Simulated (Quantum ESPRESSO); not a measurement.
Ta4Sc4, input and log of a self-consistent run

A calculation, not a measurement. The program is pw.x of Quantum ESPRESSO 7.5 (plane-wave density functional theory). The cell is made up: eight metal atoms on a face-centred cubic lattice, with elements, volume, strain and displacements drawn at random and not relaxed, so it may be unstable or far from any real phase. PseudoDojo standard norm-conserving files set the functional (PBE unless stated); there is no spin polarisation or spin-orbit coupling, the Fermi-Dirac width of 0.25 eV means electrons at about 2900 K, and the masses in the input are unused placeholders. Heavy elements are run without spin-orbit coupling, which real alloys of them have. A spin test at this wide smearing found no moment, but such smearing suppresses magnetism that the real alloy may have.

Input:

```
&control calculation='scf', pseudo_dir='./dojo.nc.sr.pbe.v0_5.standard.upf', outdir='./o', disk_io='minimal', tprnfor=.true., tstress=.true. /
&system ibrav=0, nat=8, ntyp=2, nbnd=66, ecutwfc=77.98206166, nosym=.true., tot_charge=0,
 occupations='smearing', smearing='fd', degauss=0.0183746611
/
&electrons conv_thr=1.470e-08, electron_maxstep=70, mixing_beta=0.5 /
ATOMIC_SPECIES
Sc 1.0 Sc.upf
Ta 1.0 Ta.upf
CELL_PARAMETERS angstrom
0.0 2.1321 2.1321
0.0 4.2642 -4.2642
-8.5283 -2.1321 2.1321
ATOMIC_POSITIONS angstrom
Ta -0.1075 0.0463 0.1198
Sc -4.1407 -0.071 0.018
Ta -0.0737 2.078 -2.174
Sc -4.3194 2.0999 -2.1172
Ta -6.449 0.0191 2.1383
Sc -2.1336 2.1774 -0.0342
Sc -6.3685 2.1226 0.01
Ta -2.0797 4.3108 -2.1189
K_POINTS automatic
8 4 3 1 1 1
```

The log is shortened where brackets say so; the opening notice, blank lines, dates and the lines on written files are dropped, and the path of the files is cut. It prints rydbergs, bohrs and kilobars, and counts compression as positive stress. Its total energy is the free energy E - TS of the whole cell.

```
     Program PWSCF v.7.5
     Parallel version (MPI & OpenMP), running on       4 processor cores
     Number of MPI processes:                 4
     Threads/MPI process:                     1
     [start-up lines left out]
     bravais-lattice index     =            0
     lattice parameter (alat)  =       5.6980  a.u.
     unit-cell volume          =    1046.4879 (a.u.)^3
     number of atoms/cell      =            8
     number of atomic types    =            2
     number of electrons       =        96.00
     number of Kohn-Sham states=           66
     kinetic-energy cutoff     =      77.9821  Ry
     charge density cutoff     =     311.9282  Ry
     scf convergence threshold =      1.5E-08
     mixing beta               =       0.5000
     number of iterations used =            8  plain     mixing
     Exchange-correlation= PBE
                           (   1   4   3   4   0   0   0)
     [axes and pseudopotential details left out]
   Cartesian axes
     site n.     atom                  positions (alat units)
         1        Ta     tau(   1) = (  -0.0356522   0.0153553   0.0397314  )
         2        Sc     tau(   2) = (  -1.3732550  -0.0235470   0.0059697  )
         3        Ta     tau(   3) = (  -0.0244425   0.6891646  -0.7210028  )
         4        Sc     tau(   4) = (  -1.4325205   0.6964277  -0.7021652  )
         5        Ta     tau(   5) = (  -2.1387982   0.0063345   0.7091630  )
         6        Sc     tau(   6) = (  -0.7076043   0.7221304  -0.0113424  )
         7        Sc     tau(   7) = (  -2.1121005   0.7039561   0.0033165  )
         8        Ta     tau(   8) = (  -0.6897284   1.4296684  -0.7027290  )
     number of k points=    48  Fermi-Dirac smearing, width (Ry)=  0.0184
                       cart. coord. in units 2pi/alat
        k(    1) = (  -0.0810236   0.0883883   0.0000000), wk =   0.0416667
        k(    2) = (   0.1546814   0.0883883   0.0000000), wk =   0.0416667
     [further k points left out]
     Dense  grid:    97183 G-vectors     FFT dimensions: (  36,  72, 100)
     Estimated max dynamical RAM per process >     314.47 MB
     Estimated total dynamical RAM >       1.16 GB
     Initial potential from superposition of free atoms
     starting charge      95.9858, renormalised to      96.0000
     Starting wfcs are   80 randomized atomic wfcs
     total cpu time spent up to now is        9.1 secs
     per-process dynamical memory:   250.9 Mb
     Self-consistent Calculation
     iteration #  1     ecut=    77.98 Ry     beta= 0.50
     Davidson diagonalization with overlap
     ethr =  1.00E-02,  avg # of iterations =  2.9
     Threshold (ethr) on eigenvalues was too large:
     Diagonalizing with lowered threshold
     Davidson diagonalization with overlap
     ethr =  8.80E-04,  avg # of iterations =  3.6
     total cpu time spent up to now is       46.3 secs
     total energy              =    -907.35055415 Ry
     estimated scf accuracy    <       0.89137807 Ry
     iteration #  2     ecut=    77.98 Ry     beta= 0.50
     Davidson diagonalization with overlap
     ethr =  9.29E-04,  avg # of iterations =  8.8
     total cpu time spent up to now is       77.9 secs
     total energy              =    -906.08294076 Ry
     estimated scf accuracy    <      36.15816606 Ry
     iteration #  3     ecut=    77.98 Ry     beta= 0.50
     Davidson diagonalization with overlap
     ethr =  9.29E-04,  avg # of iterations =  6.6
     total cpu time spent up to now is      102.4 secs
     total energy              =    -907.81137659 Ry
     estimated scf accuracy    <       0.76153082 Ry
     iteration #  4     ecut=    77.98 Ry     beta= 0.50
     Davidson diagonalization with overlap
     ethr =  7.93E-04,  avg # of iterations =  2.3
     total cpu time spent up to now is      119.0 secs
     total energy              =    -907.86482397 Ry
     estimated scf accuracy    <       0.03600325 Ry
     iteration #  5     ecut=    77.98 Ry     beta= 0.50
     Davidson diagonalization with overlap
     c_bands:  1 eigenvalues not converged
     ethr =  3.75E-05,  avg # of iterations = 16.3
     total cpu time spent up to now is      159.7 secs
     total energy              =    -907.85866046 Ry
     estimated scf accuracy    <       0.37774938 Ry
     [iterations 6 to 17 left out]
     iteration # 18     ecut=    77.98 Ry     beta= 0.50
     Davidson diagonalization with overlap
     ethr =  2.39E-09,  avg # of iterations =  1.0
     total cpu time spent up to now is      431.6 secs
     total energy              =    -907.88539449 Ry
     estimated scf accuracy    <       0.00000021 Ry
     iteration # 19     ecut=    77.98 Ry     beta= 0.50
     Davidson diagonalization with overlap
     ethr =  2.14E-10,  avg # of iterations =  5.4
     total cpu time spent up to now is      452.6 secs
     total energy              =    -907.88539451 Ry
     estimated scf accuracy    <       0.00000040 Ry
     iteration # 20     ecut=    77.98 Ry     beta= 0.50
     Davidson diagonalization with overlap
     ethr =  2.14E-10,  avg # of iterations =  2.1
     total cpu time spent up to now is      469.3 secs
     total energy              =    -907.88539454 Ry
     estimated scf accuracy    <       0.00000003 Ry
     iteration # 21     ecut=    77.98 Ry     beta= 0.50
     Davidson diagonalization with overlap
     ethr =  2.86E-11,  avg # of iterations =  5.0
     total cpu time spent up to now is      489.5 secs
     total energy              =    -907.88539455 Ry
     estimated scf accuracy    <       0.00000002 Ry
     iteration # 22     ecut=    77.98 Ry     beta= 0.50
     Davidson diagonalization with overlap
     ethr =  2.15E-11,  avg # of iterations =  1.9
     total cpu time spent up to now is      505.7 secs
     End of self-consistent calculation
     [lines on levels left out]
!    total energy              =    -907.88539455 Ry
     estimated scf accuracy    <          8.3E-10 Ry
     smearing contrib. (-TS)   =      -0.16163354 Ry
     internal energy E=F+TS    =    -907.72376101 Ry
     The total energy is F=E-TS. E is the sum of the following terms:
     one-electron contribution =    -211.44728438 Ry
     hartree contribution      =     141.14048493 Ry
     xc contribution           =    -183.50811203 Ry
     ewald contribution        =    -653.90884953 Ry
     convergence has been achieved in  22 iterations
     Forces acting on atoms (cartesian axes, Ry/au):
     atom    1 type  2   force =     0.03346900    0.00698307   -0.01229435
     atom    2 type  1   force =    -0.02519582   -0.00915413    0.02081657
     atom    3 type  2   force =     0.03036371   -0.00032066    0.00101005
     atom    4 type  1   force =     0.00771295    0.03548128   -0.02865000
     atom    5 type  2   force =    -0.03632408   -0.00762276    0.00235030
     atom    6 type  1   force =     0.01714047   -0.00620918    0.00114477
     atom    7 type  1   force =    -0.03872591   -0.00649566    0.00678872
     atom    8 type  2   force =     0.01155968   -0.01266195    0.00883394
     Total force =     0.095974     Total SCF correction =     0.000071
     Computing stress (Cartesian axis) and pressure
          total   stress  (Ry/bohr**3)                   (kbar)     P=       79.94
   0.00064166  -0.00000422  -0.00001454           94.39       -0.62       -2.14
  -0.00000422   0.00051001  -0.00005059           -0.62       75.02       -7.44
  -0.00001454  -0.00005059   0.00047865           -2.14       -7.44       70.41
     init_run     :      8.70s CPU      8.98s WALL (       1 calls)
     electrons    :    488.54s CPU    496.63s WALL (       1 calls)
     forces       :      2.76s CPU      2.80s WALL (       1 calls)
     stress       :      9.75s CPU      9.98s WALL (       1 calls)
     [timing details left out]
     PWSCF        :   8m29.84s CPU   8m38.55s WALL
     JOB DONE.
```

In other units: free energy -12352.410 eV for the cell, pressure 7.99 GPa, largest force component 0.996 eV/Å in size. The run took 520 s of wall time with four MPI processes on a shared machine (Intel Xeon, older, virtual cores), so the time is rough. A rerun of this cell at a higher cutoff and on a denser mesh moved values by no more than 0.007 eV in energy, 0.05 GPa in stress and 0.003 eV/Å in force, and a second program with other atomic files agreed on that cell to 2 % rms in force and 0.5 GPa in pressure.